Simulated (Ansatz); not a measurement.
La₂O₃ (La2O3 or Ni2Al3 type, P-3m1) at seven volumes, r²SCAN (plane waves, PAW; program Ansatz), shape and atoms relaxed at each. One row is withheld.

| V (Å³/atom) | P (GPa) |
|---|---|
| 14.954 | 12.91 |
| 15.446 | 8.00 |
| 15.939 | 3.74 |
| 16.432 | 0.00 |
| 16.925 | ? |
| 17.418 | -6.07 |
| 17.911 | -8.51 |

Fit the shown pressures and predict the withheld one.

P = (3/2)B₀(x^(7/2) − x^(5/2))[1 + (3/4)(B′ − 4)(x − 1)] with x = (V₀/V)^(2/3). Least squares on the six rows gives V₀ = 16.433 Å³/atom, B₀ = 116 GPa, B′ = 3.61. At V = 16.925, x = 0.9805 and P = -3.24 GPa. The run itself gave -3.25 GPa.

The r²SCAN relaxation kept the symmetry of its start; phonons on a q-mesh show no instability. Spin–orbit coupling is left out wherever it is not named.

Potentials: the later of the program's two PAW sets.
